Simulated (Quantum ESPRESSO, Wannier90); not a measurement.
# Wannierisation of SrTiO₃ (cubic perovskite)

```
begin unit_cell_cart
ang
    3.9127000000    0.0000000000    0.0000000000
    0.0000000000    3.9127000000    0.0000000000
    0.0000000000    0.0000000000    3.9127000000
end unit_cell_cart
begin atoms_frac
Sr   0.0000000000  0.0000000000  0.0000000000
Ti   0.5000000000  0.5000000000  0.5000000000
O    0.5000000000  0.0000000000  0.5000000000
O    0.0000000000  0.5000000000  0.5000000000
O    0.5000000000  0.5000000000  0.0000000000
end atoms_frac
```

Materials Project entry mp-5229; symmetrised, unrelaxed at this level. COD (Crystallography Open Database) records the formula in this space group. Ideal cubic forms of this type are often high-temperature phases that distort on cooling; symmetry holds the cell here, and its stability was not tested. Method: PBEsol plane waves in Quantum ESPRESSO 7.5 (PseudoDojo norm-conserving files, 68 Ry, spinors with spin-orbit coupling), Bloch states on a 6×6×6 mesh through Γ, Wannier90 4.0.1. Density: 8×8×8 mesh, cold smearing 0.01 Ry.

Bands 17-18 form an isolated set from -15.63 to -14.94 eV relative to the valence-band maximum (on the path) and are turned into 2 Wannier functions by minimising the spread from the start: SCDM (isolated).

Centres (Cartesian, Å; one of the equivalent choices) and spreads:

```json
[
 {"n": "1", "x": "0.000", "y": "0.000", "z": "0.000", "spread (Å²)": "3.560", "nearest atom": "Sr1"},
 {"n": "2", "x": "0.000", "y": "0.000", "z": "0.000", "spread (Å²)": "3.560", "nearest atom": "Sr1"}
]
```

Ω_I = 6.90 Å², Ω_total = 7.12 Å²; the interpolated bands follow pw.x to 4.7 meV rms on the path. Only this start was tried; a symmetric start can stop on a saddle, and mixtures of these functions could lower the total by at most Ω_total − Ω_I.
